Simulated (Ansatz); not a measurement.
Formation energy of NaF (Villiaumite)

```yaml
crystal:
  lattice:
    - [0.00000, 2.34978, 2.34978]
    - [2.34978, 0.00000, 2.34978]
    - [2.34978, 2.34978, 0.00000]
  atoms:
    - { symbol: Na, position: [0.00000, 0.00000, 0.00000] }
    - { symbol: F, position: [0.50000, 0.50000, 0.50000] }
```

The cell comes from a relaxation on PAW files under the same functional, begun from a database entry that needn't be the ground state.

Level of theory: DFT with PBE, scalar-relativistic, in Ansatz 0.2.0; a Γ-centred 11×11×11 k mesh, Fermi–Dirac smearing of 0.02 eV, no spin polarisation. LAPW: all electrons, basis error target 0.5 meV/atom; PAW: frozen-core files, cutoff 420 eV.

The elements are taken as F F2 gas, Na bcc, each relaxed on PAW files under the same functional and computed by the same method as the compound; zero-point and thermal terms are left out.

Q: What is the formation energy by LAPW, and how far do the other methods lie from it?

A: -2.708 eV/atom; PAW -3.5 meV/atom. The compound is bound against these elements; other compounds of the system weren't compared.

Q: Give the LAPW value for one formula unit in kJ/mol.

A: -2.708 eV/atom × 2 atoms × 96.485 kJ/(mol·eV) = -522.6 kJ/mol, at zero temperature and without zero-point motion.
